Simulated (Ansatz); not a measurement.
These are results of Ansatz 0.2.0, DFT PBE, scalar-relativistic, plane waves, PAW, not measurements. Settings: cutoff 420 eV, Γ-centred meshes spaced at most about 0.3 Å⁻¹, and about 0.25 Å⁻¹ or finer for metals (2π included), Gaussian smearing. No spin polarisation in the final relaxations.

All energies are static (0 K, no zero-point motion).

Two forms of Al2P3 were relaxed alike.

A. Space group P4/mmm (No. 123), tetragonal, a = 4.656 Å, c = 4.769 Å. Al is surrounded by 4 P at 2.33–2.38 Å; around P on a site of symmetry mmm lie 2 Al at 2.38 Å; P on a site of symmetry 4/mmm is surrounded by 4 Al at 2.33 Å.

B. Space group Amm2 (No. 38), orthorhombic, a = 3.219 Å, b = 11.141 Å, c = 5.057 Å. Al is surrounded by 4 P at 2.39–2.45 Å and 1 P at 2.65 Å; around P on a site of symmetry m lie 2 Al at 2.39–2.41 Å, 1 Al at 2.65 Å and 2 P at 2.83 Å; P on a site of symmetry mm2 has 4 Al at 2.45 Å, 4 P at 2.83 Å and 2 P at 3.22 Å.

**Question.** Which is lower in energy, and by how much?

**Answer.** B is lower, by 0.40 eV/atom. A has space group P4/mmm (No. 123), 20.7 Å³/atom and no gap on its mesh; B has space group Amm2 (No. 38), 18.1 Å³/atom and no gap. Counting P atoms around Al (those within 1.25 times the shortest such distance or 1.15 times the sum of covalent radii, 1.27 where that leaves under three), A has Al 4 and B has Al 5. The denser one is the lower, and pressure would at first widen the difference. Even the lower one lies +0.17 eV/atom against the reference forms of the elements (uncorrected), so neither is stable at this level. Both come from invented guesses. A third cell relaxed alike, in Pmmn, lies 0.36 eV/atom below the lower of the two.

In P4/mmm, Amm2 an odd number of electrons in the primitive cell allows no gap without spin; a larger cell or a magnetic state could open one. A magnetic state wasn't ruled out in cells without spin, among them P4/mmm, Amm2. Cells relaxed within their symmetry can be saddle points.
